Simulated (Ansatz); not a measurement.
Relaxing a structure of Ti

The start is a generated trial cell of Ti in the beta-Sn structure type. The structure is fully relaxed (lattice and positions, P = 0) with r2SCAN (plane waves to 500 eV, PAW, scalar-relativistic; Ansatz, a quantum-chemistry and plane-wave program). The first steps use a coarse 13×13×13 k-mesh.

Input geometry:
```yaml
crystal:
  lattice:
    - [-2.57058, 2.57058, 1.40254]
    - [2.57058, -2.57058, 1.40254]
    - [2.57058, 2.57058, -1.40254]
  atoms:
    - { symbol: Ti, position: [0.75000, 0.25000, 0.50000] }
    - { symbol: Ti, position: [0.00000, 0.00000, 0.00000] }
```

- Initial pressure: -6.2 GPa (negative: the cell is under tension)
- Energy released: 0.03 eV/atom
- Volume change: -7.4 %, from 18.54 to 17.16 Å³/atom
- Shortest distances (start → end): The closest pairs of elements (up to four, under 3.6 Å), start → end: Ti–Ti 2.66 → 2.57 Å
- Band gap at the end: zero (metallic)
- Optimiser moves: 6

Final structure:

```cif
data_Ti4
_chemical_formula_sum 'Ti4'
_space_group_name_H-M_alt 'I41/amd :1'
_space_group_IT_number 141
_space_group_name_Hall 'I 4bw 2bw -1bw'
_cell_length_a 4.94890
_cell_length_b 4.94890
_cell_length_c 2.80335
_cell_angle_alpha 90.000
_cell_angle_beta 90.000
_cell_angle_gamma 90.000
loop_
_atom_site_label
_atom_site_type_symbol
_atom_site_symmetry_multiplicity
_atom_site_Wyckoff_symbol
_atom_site_fract_x
_atom_site_fract_y
_atom_site_fract_z
_atom_site_occupancy
Ti1 Ti 4 a 0.00000 0.00000 0.00000 1
```
(The calculation used a cell of 2 atoms; values per cell refer to that cell.)

Final values are on a 19×19×19 k-mesh of the relaxed cell. No spin polarisation in the result.

The run could not lose the symmetry of its start, so the end can be a saddle point.

All atoms sit on sites fixed by symmetry, so only the cell could relax.

The relaxed structure here is a generated cell of Ti: the first start was made by placing the elements on the sites of a structure type, and the end was not matched to a known phase here, so it may be hypothetical. Known forms of Ti include space group No. 194.
